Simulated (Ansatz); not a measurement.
Relaxed-ion elastic tensor of ZnCu$_{2}$GeS$_{4}$ in space group I-4 (No. 82; Pearson symbol tI16) in GPa (Voigt order), DFT-PBEsol in the program Ansatz with PAW potentials; density 4.49 g/cm³, 18.18 Å³ per atom.

```json
[
 {"": "1", "1": "116", "2": "70.1", "3": "70.8", "4": "0.0", "5": "0.0", "6": "0.5"},
 {"": "2", "1": "70.1", "2": "116", "3": "70.8", "4": "0.0", "5": "0.0", "6": "-0.5"},
 {"": "3", "1": "70.8", "2": "70.8", "3": "116", "4": "0.0", "5": "0.0", "6": "0.0"},
 {"": "4", "1": "0.0", "2": "0.0", "3": "0.0", "4": "50.7", "5": "0.0", "6": "0.0"},
 {"": "5", "1": "0.0", "2": "0.0", "3": "0.0", "4": "0.0", "5": "50.7", "6": "0.0"},
 {"": "6", "1": "0.5", "2": "-0.5", "3": "0.0", "4": "0.0", "5": "0.0", "6": "51.5"}
]
```

Is the crystal mechanically stable?

Yes: the smallest eigenvalue of C is 45.3 GPa.

Work out the Voigt, Reuss and Hill averages.

K_V = 85.8, K_R = 85.8, K_H = 85.8; G_V = 39.7, G_R = 34.1, G_H = 36.9 GPa.

Give Young's modulus, Poisson's ratio, Pugh's ratio and the universal anisotropy index.

E = 9KG/(3K + G) = 96.9 GPa; ν = 0.31; K/G = 2.32 (ductile by the Pugh limit of 1.75); A_U = 5G_V/G_R + K_V/K_R − 6 = 0.82.

Estimate the sound speeds and the Debye temperature.

v_l = √((K + 4G/3)/ρ) = 5480 m/s, v_t = √(G/ρ) = 2870 m/s, mean 3210 m/s; Θ = (h/k)(3n/4πV)^(1/3) v_m = 363 K.

How much does each axis shrink under pressure?

Linear compressibilities β_i = Σ_j S_ij (j = 1 to 3): x 3.9, y 3.9, z 3.8 per TPa.

The cell was relaxed with PBEsol under the symmetry of its start. No spin polarisation was allowed.

Potentials: the later of the program's two PAW sets.
